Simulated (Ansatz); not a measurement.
SrScO₂F in space group P4/mmm (No. 123; Sr on 1d, Sc on 1a, O on 2f, F on 1b) at seven volumes, PBEsol in the plane-wave PAW code Ansatz, shape and atoms relaxed at each. One row is withheld.

```json
[
 {"V (Å³/atom)": "12.273", "P (GPa)": "15.03"},
 {"V (Å³/atom)": "12.678", "P (GPa)": "?"},
 {"V (Å³/atom)": "13.082", "P (GPa)": "4.22"},
 {"V (Å³/atom)": "13.487", "P (GPa)": "0.00"},
 {"V (Å³/atom)": "13.892", "P (GPa)": "-3.60"},
 {"V (Å³/atom)": "14.296", "P (GPa)": "-6.65"},
 {"V (Å³/atom)": "14.701", "P (GPa)": "-9.25"}
]
```

Fit the shown pressures and predict the withheld one.

Third-order Birch–Murnaghan: P = (3/2)B₀(x^(7/2) − x^(5/2))[1 + (3/4)(B′ − 4)(x − 1)] with x = (V₀/V)^(2/3). Least squares on the six rows gives V₀ = 13.487 Å³/atom, B₀ = 129.6 GPa, B′ = 4.38. At V = 12.678, x = 1.0421 and P = 9.18 GPa. The run itself gave 9.19 GPa.

The start of the workflow was typed in or built on a structure type; neither database checked (COD, Materials Project) lists it. Its standing as an ambient phase is unchecked. Symmetry was held in the PBEsol relaxation. At this level the phase is dynamically unstable (imaginary phonons). The run is not spin-polarised. The volume moved by -17 % from the start of the relaxation.

Potentials: the earlier of the program's two PAW sets. The files were generated under PBE; for other functionals the program regenerates the frozen cores, and for LDA and PBEsol the local potential too.
